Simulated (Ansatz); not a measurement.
Theory: DFT PBE, scalar-relativistic, plane waves, PAW in Ansatz 0.2.0. All cells share a 420 eV cutoff and Γ-centred k meshes spaced at most about 0.3 Å⁻¹ (about 0.25 or finer for metals, 2π included). No spin polarisation in the final relaxations.

Temperature and zero-point effects are left out.

Compare these two cells of SnGe₃Se₄, each relaxed at this level.

A.

```
CELL_PARAMETERS angstrom
-2.88892 2.88892 5.76658
2.88892 -2.88892 5.76658
2.88892 2.88892 -5.76658
ATOMIC_POSITIONS crystal
Sn 0.50000 0.50000 0.00000
Ge 0.00000 0.00000 0.00000
Ge 0.75000 0.25000 0.50000
Ge 0.25000 0.75000 0.50000
Se 0.75733 0.75733 0.00000
Se 0.24267 0.24267 0.00000
Se 0.50000 0.00000 0.50000
Se 0.00000 0.50000 0.50000
```

B.

```
CELL_PARAMETERS angstrom
2.03484 1.17481 13.34834
-2.03484 1.17481 13.34834
0.00000 -2.34963 13.34834
ATOMIC_POSITIONS crystal
Sn 0.00000 0.00000 0.00000
Ge 0.24689 0.24689 0.24689
Ge 0.50000 0.50000 0.50000
Ge 0.75311 0.75311 0.75311
Se 0.62035 0.62035 0.62035
Se 0.87350 0.87350 0.87350
Se 0.12650 0.12650 0.12650
Se 0.37965 0.37965 0.37965
```

Problem. Which arrangement of the elements on these sites is preferred, and by what margin?

Solution. B is lower, by 15 meV/atom. The two share one framework of sites and differ in which element sits where. A has Sn and Ge ordered on rock salt sites, space group I4/mmm (No. 139), 24.1 Å³/atom and no gap on its mesh; B has Sn and Ge ordered on rock salt sites, space group R-3m (No. 166), 23.9 Å³/atom and a gap of 0.06 eV. Counting Ge or Se atoms around Sn (for each partner element, those within 1.25 times its shortest distance or 1.15 times the sum of covalent radii, where it is the nearest in units of that sum or under 1.3), A and B both have Sn 6. In A, Sn has 6 Se at 2.89–2.97 Å; Ge on a site of symmetry 4/mmm is surrounded by 6 Se at 2.80–2.89 Å; Se on a site of symmetry 4mm is surrounded by 5 Ge at 2.80–2.89 Å and 1 Sn at 2.97 Å; 2 more sites not described. In B, Sn is surrounded by 6 Se at 2.99 Å; Ge on a site of symmetry 3m is surrounded by 6 Se at 2.84–2.85 Å; around Se on its first site lie 3 Ge at 2.85 Å and 3 Sn at 2.99 Å; 2 more sites not described. Both come from invented guesses.

The zero gap of I4/mmm may come from the functional, which often closes small gaps, or the cell may be a true semimetal. Cells relaxed within their symmetry can be saddle points.
